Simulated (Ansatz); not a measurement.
TeO₃:
```yaml
crystal:
  lattice:
    - [3.76012, 0.00000, 0.00000]
    - [0.00000, 3.76012, 0.00000]
    - [0.00000, 0.00000, 3.76012]
  atoms:
    - { symbol: Te, position: [0.00000, 0.00000, 0.00000] }
    - { symbol: O, position: [0.50000, 0.00000, 0.00000] }
    - { symbol: O, position: [0.00000, 0.00000, 0.50000] }
    - { symbol: O, position: [0.00000, 0.50000, 0.00000] }
```

Relaxed with r²SCAN.

Problem. Map the electron localisation function on the plane through (0.000, 0.000, 0.000) spanned by u = [1, 0, 0] and v = [0, 1, 0] in lattice vectors, from DFT-r²SCAN in the program Ansatz with PAW potentials.

Solution. x is the fraction of u, y of v (the angle between them is 90°; rows are the nearest grid lines); atoms in the plane: Te at (0.00, 0.00), O at (0.50, 0.00), O at (0.00, 0.50).
```
y \ x   0.000  0.105  0.158  0.263  0.368  0.474  0.526  0.632  0.737  0.842  0.895   1.00
------  -----  -----  -----  -----  -----  -----  -----  -----  -----  -----  -----  -----
1.00    0.083  0.034  0.140  0.469  0.720  0.264  0.264  0.720  0.469  0.140  0.034  0.083
0.947   0.006  0.052  0.162  0.458  0.750  0.472  0.472  0.750  0.458  0.162  0.052  0.006
0.842   0.140  0.208  0.227  0.314  0.750  0.845  0.845  0.750  0.314  0.227  0.208  0.140
0.789   0.269  0.263  0.219  0.176  0.588  0.807  0.807  0.588  0.176  0.219  0.263  0.269
0.684   0.724  0.679  0.561  0.115  0.070  0.319  0.319  0.070  0.115  0.561  0.679  0.724
0.632   0.720  0.783  0.750  0.277  0.030  0.067  0.067  0.030  0.277  0.750  0.783  0.720
0.526   0.264  0.765  0.845  0.647  0.067  0.007  0.007  0.067  0.647  0.845  0.765  0.264
0.474   0.264  0.765  0.845  0.647  0.067  0.007  0.007  0.067  0.647  0.845  0.765  0.264
0.368   0.720  0.783  0.750  0.277  0.030  0.067  0.067  0.030  0.277  0.750  0.783  0.720
0.316   0.724  0.679  0.561  0.115  0.070  0.319  0.319  0.070  0.115  0.561  0.679  0.724
0.211   0.269  0.263  0.219  0.176  0.588  0.807  0.807  0.588  0.176  0.219  0.263  0.269
0.158   0.140  0.208  0.227  0.314  0.750  0.845  0.845  0.750  0.314  0.227  0.208  0.140
0.0526  0.006  0.052  0.162  0.458  0.750  0.472  0.472  0.750  0.458  0.162  0.052  0.006
0.000   0.083  0.034  0.140  0.469  0.720  0.264  0.264  0.720  0.469  0.140  0.034  0.083
```

The density is the valence pseudo-density with augmentation charge, so density and ELF within about 1 Å of a nucleus are not all-electron values.

Space group Pm-3m (ReO3 type). The start of the workflow was typed in or built on a structure type; neither database checked (COD, Materials Project) lists it. COD files the formula under space group No. 167. Its standing as an ambient phase is unchecked. Symmetry was held in the r²SCAN relaxation; whether a distortion lowers the energy is not shown. Spin–orbit coupling is left out wherever it is not named.

Potentials: the earlier of the program's two PAW sets.
